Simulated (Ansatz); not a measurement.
Given:

AsSi₃₁:
```yaml
crystal:
  lattice:
    - [-5.47118, 5.47118, 5.47118]
    - [5.47118, -5.47118, 5.47118]
    - [5.47118, 5.47118, -5.47118]
  atoms:
    - { symbol: As, position: [0.00000, 0.00000, 0.00000] }
    - { symbol: Si, position: [0.50000, 0.50000, 0.00000] }
    - { symbol: Si, position: [0.50000, 0.00000, 0.50000] }
    - { symbol: Si, position: [0.00000, 0.50000, 0.50000] }
    - { symbol: Si, position: [0.25022, 0.00000, 0.50035] }
    - { symbol: Si, position: [0.74987, 0.49965, 0.49965] }
    - { symbol: Si, position: [0.74170, 0.00000, 0.00000] }
    - { symbol: Si, position: [0.25022, 0.50035, 0.00000] }
    - { symbol: Si, position: [0.00000, 0.75073, 0.25211] }
    - { symbol: Si, position: [0.50138, 0.24927, 0.24927] }
    - { symbol: Si, position: [0.49862, 0.74789, 0.74789] }
    - { symbol: Si, position: [0.00000, 0.25211, 0.75073] }
    - { symbol: Si, position: [0.25830, 0.25830, 0.25830] }
    - { symbol: Si, position: [0.74978, 0.74978, 0.25013] }
    - { symbol: Si, position: [0.74978, 0.25013, 0.74978] }
    - { symbol: Si, position: [0.25013, 0.74978, 0.74978] }
    - { symbol: Si, position: [0.75073, 0.00000, 0.25211] }
    - { symbol: Si, position: [0.24927, 0.50138, 0.24927] }
    - { symbol: Si, position: [0.25211, 0.00000, 0.75073] }
    - { symbol: Si, position: [0.74789, 0.49862, 0.74789] }
    - { symbol: Si, position: [0.49965, 0.49965, 0.74987] }
    - { symbol: Si, position: [0.00000, 0.00000, 0.74170] }
    - { symbol: Si, position: [0.00000, 0.50035, 0.25022] }
    - { symbol: Si, position: [0.50035, 0.00000, 0.25022] }
    - { symbol: Si, position: [0.24927, 0.24927, 0.50138] }
    - { symbol: Si, position: [0.74789, 0.74789, 0.49862] }
    - { symbol: Si, position: [0.75073, 0.25211, 0.00000] }
    - { symbol: Si, position: [0.25211, 0.75073, 0.00000] }
    - { symbol: Si, position: [0.00000, 0.25022, 0.50035] }
    - { symbol: Si, position: [0.49965, 0.74987, 0.49965] }
    - { symbol: Si, position: [0.50035, 0.25022, 0.00000] }
    - { symbol: Si, position: [0.00000, 0.74170, 0.00000] }
```

This is the PBE-relaxed structure.

### Question
All from DFT-PBE in the program Ansatz with PAW potentials, unless another level is named. Give the electronic character.

### Answer
metallic (no gap).

### Question
Give the density of states at the Fermi level.

### Answer
0.17 states/eV per atom (mean over ±0.08 eV).

### Question
Next, the formation energy from the elements (no fitted shifts)?

### Answer
0.014 eV/atom.

Space group I-43m. The start of the workflow was typed in or built on a structure type; neither database checked (COD, Materials Project) lists it. Its standing as an ambient phase is unchecked. The PBE relaxation kept the symmetry of its start; its stability against distortions is not shown here. The references are the lowest solids computed at this level, not always the standard phases. Spin–orbit coupling is left out wherever it is not named.

Potentials: the later of the program's two PAW sets.
